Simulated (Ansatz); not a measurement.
According to plane-wave PAW PBE (Ansatz code), SiC in the orthorhombic phase (Pnma; Si on 4c, C on 4c) relaxes to a = 5.877 Å, b = 3.141 Å, c = 5.196 Å. Against the elements it lies at -0.016 eV/atom, with no fitted shifts.

The Kohn–Sham gap is 2.54 eV (indirect). The hole mass is 0.66, 1.5, 2.2 mₑ (principal values).

The start of the workflow was typed in or built on a structure type; neither database checked (COD, Materials Project) lists it. It is not the phase usual at ambient conditions (space group No. 186, 216). The cell was relaxed with PBE under the symmetry of its start; whether a distortion lowers the energy is not shown. The references are the lowest solids computed at this level, not always the standard phases.

Potentials: the later of the program's two PAW sets.
